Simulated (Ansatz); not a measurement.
Data:

BiPbBrO2:
```cif
data_Bi2Br2O4Pb2
_chemical_formula_sum 'Bi2 Pb2 Br2 O4'
_space_group_name_H-M_alt 'I4mm'
_space_group_IT_number 107
_space_group_name_Hall 'I 4 -2'
_cell_length_a 3.96098
_cell_length_b 3.96098
_cell_length_c 12.99397
_cell_angle_alpha 90.000
_cell_angle_beta 90.000
_cell_angle_gamma 90.000
loop_
_atom_site_label
_atom_site_type_symbol
_atom_site_symmetry_multiplicity
_atom_site_Wyckoff_symbol
_atom_site_fract_x
_atom_site_fract_y
_atom_site_fract_z
_atom_site_occupancy
Bi1 Bi 2 a 0.00000 0.00000 0.34083 1
Pb1 Pb 2 a 0.00000 0.00000 0.65340 1
Br1 Br 2 a 0.00000 0.00000 0.99166 1
O1 O 4 b 0.00000 0.50000 0.25705 1
```
(The calculation used a cell of 5 atoms; values per cell refer to that cell.)

This is the r²SCAN+D4-relaxed structure.

Task: All from r²SCAN+D4 (plane waves, PAW; program Ansatz), unless another level is named. Predict the formation energy from the elements (no fitted shifts).

Result: -1334 meV/atom.

Task: What about the electron effective mass?

Result: 0.27, 0.27, 0.89 mₑ (principal values).

Task: What about the hole effective mass?

Result: 0.85, 1.3, 1.8 mₑ (principal values).

The first step of the workflow began from a Materials Project structure, measured or hypothetical; the Crystallography Open Database copy checked does not list it. Its standing as an ambient phase is unchecked. Symmetry was held in the r²SCAN+D4 relaxation; whether a distortion lowers the energy is not shown. The references are the lowest solids computed at this level, not always the standard phases (solids in place of the gases). Spin–orbit coupling is left out wherever it is not named.

Potentials: the later of the program's two PAW sets.

Edges and masses are those of Kohn–Sham bands, whose gap is no quasiparticle gap.
